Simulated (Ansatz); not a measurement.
The relaxed structure here is a generated cell of PtSe2: the first start was made by placing the elements on the sites of a structure type, and the end was not matched to a known phase here, so it may be hypothetical. Known forms of PtSe2 include space group No. 164.

One starting cell of PtSe₂ (a generated cell, PtSe2 placed in the AFLOW prototype A2B_oP12_62_2c_c (C25, as in HgCl2)) was relaxed twice with Ansatz (plane waves, PAW, scalar-relativistic): with r2SCAN at 500 eV and with PBE at 420 eV. The r2SCAN result:

```
CELL_PARAMETERS angstrom
      1.85347    -6.10773     0.00000
      1.85347     6.10773     0.00000
      0.00000     0.00000     5.37499
ATOMIC_POSITIONS crystal
  Pt 0.66582 0.33418 0.25000
  Pt 0.33418 0.66582 0.75000
  Se 0.30286 0.69714 0.25000
  Se 0.69714 0.30286 0.75000
  Se 0.03003 0.96997 0.25000
  Se 0.96997 0.03003 0.75000
```

```json
[
 {"quantity": "space group", "r2SCAN": "Cmcm", "PBE": "Cmcm"},
 {"quantity": "volume (Å³/atom)", "r2SCAN": "20.28", "PBE": "___"},
 {"quantity": "a (Å)", "r2SCAN": "3.707", "PBE": "___"},
 {"quantity": "b (Å)", "r2SCAN": "12.215", "PBE": "___"},
 {"quantity": "c (Å)", "r2SCAN": "5.375", "PBE": "___"},
 {"quantity": "gap (eV, no spin-orbit coupling)", "r2SCAN": "0.00", "PBE": "___"}
]
```

**Question.** Fill in the PBE column.

**Answer.** 
- volume (Å³/atom), PBE: 20.73
- a (Å), PBE: 3.749
- b (Å), PBE: 12.273
- c (Å), PBE: 5.406
- gap (eV, no spin-orbit coupling), PBE: 0.00

Both levels end in the same structure; PBE's volume is 2.2 % larger. Neither column is exact.

No spin polarisation in the result.

The run could not lose the symmetry of its start: the end is stationary, and may be a saddle point rather than a minimum.

Ansatz is a program for electronic structure.
